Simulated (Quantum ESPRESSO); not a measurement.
# Al3MgN3O: a curve over one atom's position

Computed values, not a measurement. The program is pw.x of Quantum ESPRESSO 7.5 (plane-wave density functional theory). The cell is made up: 8 atoms on a rocksalt lattice, with randomly drawn elements, strain and displacements, not relaxed. PseudoDojo standard norm-conserving files (v0.5 for PBE, v0.4.1 for LDA and PBEsol) set the functional; there is no spin polarisation, spin-orbit coupling or dispersion term, and the masses in the input are unused placeholders.

Seven runs move atom 3 (Al, counted in the order of the input) along y and keep all else fixed.

Input of the run at -0.0151:

```
&control calculation='scf', pseudo_dir='./dojo.nc.sr.pbe.v0_5.standard.upf', outdir='./o', disk_io='low', tprnfor=.true., tstress=.true. /
&system ibrav=0, nat=8, ntyp=4, nbnd=26, ecutwfc=84.00895049, nosym=.true., tot_charge=0,
 occupations='smearing', smearing='fd', degauss=0.0018374661
/
&electrons conv_thr=7.350e-09, electron_maxstep=60, /
ATOMIC_SPECIES
Al 1.0 Al.upf
Mg 1.0 Mg.upf
N 1.0 N.upf
O 1.0 O.upf
CELL_PARAMETERS angstrom
4.256 0.0004 0.0196
0.0004 4.215 -0.0296
0.0196 -0.0296 4.2884
ATOMIC_POSITIONS angstrom
Al 0.0397 0.0204 0.0806
Al -0.0558 1.9936 2.0494
Al 2.0738 -0.0045 2.2514
Mg 2.105 2.0666 -0.0954
N 2.1044 -0.0353 -0.0936
N 2.1273 2.1667 2.0682
O 4.2165 -0.0137 2.1202
N 4.2701 2.0069 -0.032
K_POINTS automatic
4 4 4 1 1 1
```

| shift of atom 3 along y (Å) | free energy less that of the input shown (eV) | Fx on atom 3 (eV/Å) | Fy on atom 3 (eV/Å) | Fz on atom 3 (eV/Å) | pressure (GPa) | next band up at Gamma (eV) | iterations |
| --- | --- | --- | --- | --- | --- | --- | --- |
| -0.1559 | -0.0069 | 0.380 | 0.563 | -0.469 | -12.45 | 1.402 | 12 |
| -0.1178 | -0.0210 | 0.388 | 0.189 | -0.513 | -12.86 | 1.388 | 13 |
| -0.0151 | 0.0000 | 0.397 | -0.550 | -0.588 | -13.45 | 1.359 | 12 |
| +0.0486 | 0.0467 | 0.396 | -0.914 | -0.607 | -13.46 | 1.350 | 12 |
| +0.0637 | 0.0612 | 0.395 | -1.000 | -0.609 | -13.42 | 1.348 | 12 |
| +0.1179 | 0.1240 | 0.389 | -1.323 | -0.605 | -13.17 | 1.345 | 12 |
| +0.1502 | 0.1701 | 0.384 | -1.541 | -0.597 | -12.93 | 1.345 | 12 |

A cubic fit gives dFy/dy = -5.81 eV/Å² at zero shift. Across the table the free energy follows the integral of the force to within 0.1 meV. A rerun of one of the cells at 1437 eV and a 6 x 6 x 6 mesh moved values by no more than 0.004 eV in energy, 0.02 GPa in stress and 0.002 eV/Å in force. The band column is the level of band 21 at Gamma less that of band 20, whose number is half the electron count, rounded up; it comes from a band step after each run.